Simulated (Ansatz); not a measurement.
CdO (CsCl type, space group No. 221) at seven volumes, PBEsol in the plane-wave PAW code Ansatz, scaled uniformly. One row is withheld.

```
V (Å³/atom)  P (GPa)
-----------  -------
10.883             ?
11.241         10.84
11.600          4.94
11.959         -0.01
12.318         -4.15
12.676         -7.61
13.035        -10.51
```

Question: Fit the shown pressures and predict the withheld one.

Answer: Third-order Birch–Murnaghan: P = (3/2)B₀(x^(7/2) − x^(5/2))[1 + (3/4)(B′ − 4)(x − 1)] with x = (V₀/V)^(2/3). Least squares on the six rows gives V₀ = 11.958 Å³/atom, B₀ = 150.6 GPa, B′ = 4.90. At V = 10.883, x = 1.0648 and P = 17.88 GPa. The run itself gave 17.88 GPa.

Space group Pm-3m (CsCl type). The start of the workflow was typed in or built on a structure type; neither database checked (COD, Materials Project) lists it. It is not the phase usual at ambient conditions (space group No. 225). The PBEsol relaxation kept the symmetry of its start. At this level the phase is mechanically unstable.

Potentials: the later of the program's two PAW sets.
